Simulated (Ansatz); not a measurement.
The elements of this relaxed trial crystal are hidden behind letters.

```
lattice vectors (Å)
   3.7791    0.0000    0.0000
  -1.8896    3.2728    0.0000
   0.0000    0.0000   18.7916
fractional positions
X 0.3333 0.6667 0.9960
X 0.3333 0.6667 0.3379
X 0.6667 0.3333 0.4960
X 0.6667 0.3333 0.8379
Z 0.3333 0.6667 0.6688
Z 0.6667 0.3333 0.1688
Q 0.3333 0.6667 0.1149
Q 0.3333 0.6667 0.4577
Q 0.3333 0.6667 0.7997
Q 0.6667 0.3333 0.2997
Q 0.6667 0.3333 0.6149
Q 0.6667 0.3333 0.9577
```

These are results of DFT PBE, scalar-relativistic, plane waves, PAW (Ansatz 0.2.0), not measurements. The final run on the 12-atom cell used 420 eV, a Γ-centred 12×12×2 mesh, 0.02 eV smearing and no spin polarisation.

| Property | Result |
| --- | --- |
| Space group | P6_3mc (No. 186) |
| Conventional cell | a = 3.779 Å, c = 18.792 Å |
| Volume per atom | 19.37 Å³ |
| Density | 4.58 g/cm³ |
| Formation energy | −0.720 eV/atom |
| Gap on the 12×12×2 mesh of the 12-atom cell | 2.40 eV |

Energies are uncorrected and count from the elements' standard states at the same level.

Question: X is an s-block element of period 2, Z is a d-block element of period 4 and Q is a p-block element of period 4. Which elements are they?

Answer: X = Be, Z = Zn, Q = Se, so the formula is Be2ZnSe3. Density times volume gives a mean mass of 4.58 × 19.37/1.6605 = 53.4 u per atom, and this set has 53.4 u. Among the elements that the hints allow, noble gases aside, only these give it. Be on its first site has 4 Se at 2.23–2.30 Å; Zn is surrounded by 4 Se at 2.41–2.46 Å; around Se on its first site lie 1 Be at 2.23 Å and 3 Zn at 2.41 Å; 3 more sites not described.

Kohn–Sham gaps at this level usually fall short of measured ones. A structure relaxed within its symmetry needn't be a true minimum.
